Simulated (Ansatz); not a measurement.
A relaxed cell of Zn2S is given with its symmetry left out. The cell was found from a structure generator's guess, not taken from experiment.

The calculation used DFT PBE, scalar-relativistic, plane waves, PAW in Ansatz 0.2.0. Cutoff 420 eV, Γ-centred mesh, Gaussian smearing, no spin polarisation.

```
Zn S
1.0
     2.59706    0.00000    0.00000
     0.00000    2.59706    0.00000
     0.00000    0.00000    7.91503
Zn S
2 1
Direct
  0.00000 0.00000 0.32614
  0.00000 0.00000 0.67386
  0.00000 0.00000 0.00000
```

The zero of energy is the elements' standard structures at the same level; no fitted shifts are applied.

Question: Find its symmetry and describe it.

Answer: P4/mmm (No. 123). Conventional cell: a = 2.597 Å, c = 7.915 Å. Zn has 1 S at 2.58 Å and 5 Zn at 2.60–2.75 Å; S is surrounded by 2 Zn at 2.58 Å and 4 S at 2.60 Å.

Question: How far does it lie from the elements in energy?

Answer: +0.21 eV/atom. A positive value: parting into the elements would lower its energy.

Question: Is it a metal?

Answer: Yes, bands cross the Fermi level on the 18×18×6 mesh.

The last run used an 18×18×6 mesh (in the run's order of axes) for its 3-atom cell and Gaussian smearing of 0.10 eV. The reference form of S is held partly by dispersion forces, which this level lacks. Symmetry constrained the relaxation, so the result can be a saddle point. Another cell of Zn2S relaxed alike, in P4/nmm, lies 0.39 eV/atom lower, so this cell isn't the stable form at this level.
